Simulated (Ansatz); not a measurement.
Te$_{4}$Mo$_{3}$:
Space group R-3, hexagonal axes (No. 148); a = 10.3711 Å, b = 10.3711 Å, c = 11.9243 Å, α = 90.00°, β = 90.00°, γ = 120.00°

```json
[
 {"atom": "Te", "site": "6c", "symmetry": "3.", "x": "0.0000", "y": "0.0000", "z": "0.2850"},
 {"atom": "Te", "site": "18f", "symmetry": "1", "x": "0.0285", "y": "0.3241", "z": "0.0870"},
 {"atom": "Mo", "site": "18f", "symmetry": "1", "x": "0.1550", "y": "0.1418", "z": "0.0950"}
]
```
(The calculation used a cell of 14 atoms; values per cell refer to that cell.)

Relaxed with r²SCAN.

**Question.** Which orbitals make up the states near the Fermi level in r²SCAN (plane waves, PAW; program Ansatz)?

**Answer.** Within 0.5 eV of the Fermi level: Mo 4d 54 %, Te 5p 42 %. Projections are on Löwdin-orthogonalised atomic valence shells; empty p or d shells of many metals are not among them.

**Question.** Tabulate the density of states.

**Answer.** States/eV per cell of 14 atoms, in 0.25 eV bins, energy from the Fermi level.

```
E (eV)  total  Mo 4d  Te 5p  Mo 5s
------  -----  -----  -----  -----
-7.85    0.00   0.00   0.00   0.00
-7.60    0.00   0.00   0.00   0.00
-7.35    0.00   0.00   0.00   0.00
-7.10    0.00   0.00   0.00   0.00
-6.85    0.00   0.00   0.00   0.00
-6.60    0.00   0.00   0.00   0.00
-6.35    0.00   0.00   0.00   0.00
-6.10    0.00   0.00   0.00   0.00
-5.85    0.00   0.00   0.00   0.00
-5.60    0.00   0.00   0.00   0.00
-5.35    0.00   0.00   0.00   0.00
-5.10   10.50   2.39   6.26   1.43
-4.85   13.14   3.55   7.54   1.38
-4.60   15.17   5.30   8.08   1.07
-4.35    9.75   3.62   5.30   0.38
-4.10   12.19   4.74   6.59   0.32
-3.85   13.20   5.36   6.81   0.35
-3.60   12.85   5.45   6.21   0.40
-3.35    9.56   4.17   4.54   0.26
-3.10   11.91   4.91   6.02   0.26
-2.85    7.99   2.65   4.86   0.12
-2.60   11.75   3.80   7.30   0.14
-2.35   11.14   3.84   6.85   0.10
-2.10   14.44   5.26   8.62   0.14
-1.85   16.72   7.75   8.30   0.15
-1.60   15.60   8.25   6.79   0.10
-1.35   23.28  13.84   8.60   0.13
-1.10   17.65  11.12   5.91   0.09
-0.85   16.23   9.89   5.77   0.07
-0.60   10.48   6.25   3.83   0.06
-0.35   12.17   7.09   4.59   0.07
-0.10    6.38   3.17   2.93   0.05
0.15     6.14   3.17   2.71   0.08
0.40     8.90   4.71   3.86   0.10
0.65     0.85   0.39   0.44   0.01
0.90     0.00   0.00   0.00   0.00
1.15     0.00   0.00   0.00   0.00
1.40     0.60   0.46   0.10   0.00
1.65    10.41   8.02   1.60   0.09
1.90    13.32  10.14   2.07   0.15
2.15    10.72   7.63   2.15   0.14
2.40    13.75   9.81   2.80   0.14
2.65    21.01  15.83   3.94   0.19
2.90    19.31  13.22   4.72   0.27
3.15    16.77  10.66   4.85   0.24
3.40    12.39   6.80   4.46   0.22
3.65     8.40   4.26   3.32   0.15
3.90     7.24   3.59   2.91   0.13
4.15     6.43   2.56   2.75   0.20
4.40     3.26   1.00   1.41   0.13
4.65     2.74   0.40   0.81   0.36
```

The first step of the workflow began from a Materials Project structure, measured or hypothetical; the Crystallography Open Database files this formula in space group No. 148, but the cells were not matched. Whether it is the stable phase at ambient conditions was not checked. The cell was relaxed with r²SCAN under the symmetry of its start; whether a distortion lowers the energy is not shown. The run is not spin-polarised. Spin–orbit coupling is left out wherever it is not named.

Potentials: the later of the program's two PAW sets.
